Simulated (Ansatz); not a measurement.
With PBE (plane waves, PAW; program Ansatz), AlPd in the orthorhombic phase (Cmcm; Al on 4c, Pd on 4c) relaxes to a = 2.827 Å, b = 10.086 Å, c = 4.257 Å. Its formation energy from the elements is -0.71 eV/atom, with no fitted shifts.

Electronic character: metallic (no gap).

The start of the workflow was typed in or built on a structure type; neither database checked (COD, Materials Project) lists it. Its standing as an ambient phase is unchecked. Symmetry was held in the PBE relaxation; its stability against distortions is not shown here. The run is not spin-polarised. Axis ratios of metals converge slowly with the k-mesh, so a and c are less sure than the volume. The references are the lowest solids computed at this level, not always the standard phases. Scalar-relativistic: spin–orbit coupling is off unless named, which matters more the heavier the elements.

Potentials: the earlier of the program's two PAW sets.
